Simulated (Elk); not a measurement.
The cell is the one relaxed in the Materials Project (mp-1183297), not relaxed further here; entries there can be hypothetical. The listed cell was then made from it by scaling, straining or moving an atom.

A run on BaPr: DFT, PBE, all-electron APW+lo, Dirac cores, scalar-relativistic bands (Elk 11.2.3 with local patches). The input:

```
tasks
  0
  110
  115
  15

xctype
  20

rgkmax
  8.0

gmaxvr
  16.0

lmaxapw
  10

lmaxo
  7

lmaxi
  3

nrmtscf
  2.0

nempty
  8

epspot
  1e-06

epsengy
  1e-05

maxscl
  120

hmaxvr
  6.0

lradstp
  4

swidth
  0.002

reducebf
  0.5

spinpol
  .true.

tforce
  .true.

sppath
  './'

avec
  7.64092931736 0.00000000000 0.00000000000
  -3.82046465869 6.61723889737 0.00000000000
  0.00000000000 0.00000000000 12.55589300443

atoms
  2
  'Ba.in'
  1
  0.666666666667 0.333333333333 0.500000000000   0.000 0.000 0.000
  'Pr.in'
  1
  0.333333333333 0.666666666667 0.000000000000   0.000 0.000 -0.500

ngridk
  10 10 5
```

Sphere radii set in the species files: Pr 2.80, Ba 2.80 bohr.

Total energy and RMS change of the potential by loop (first and last loops):

| loop | E (Ha) | RMS ΔV (Ha) |
| --- | --- | --- |
| 1 | -17380.291958 | – |
| 2 | -17379.835648 | 2.40e+00 |
| 3 | -17373.013332 | 2.37e+00 |
| 4 | -17386.416182 | 2.25e+00 |
| 5 | -17365.580588 | 1.84e+00 |
| 113 | -17382.136906 | 1.81e-05 |
| 114 | -17382.136833 | 1.31e-05 |
| 115 | -17382.137165 | 6.43e-06 |
| 116 | -17382.137119 | 1.48e-06 |
| 117 | -17382.137143 | 1.27e-06 |
| 118 | -17382.137149 | 2.23e-06 |
| 119 | -17382.137164 | 1.23e-06 |
| 120 | -17382.137171 | – |

Is the run sound, and if not, why?

No. The loop stopped after 120 iterations without meeting its targets.
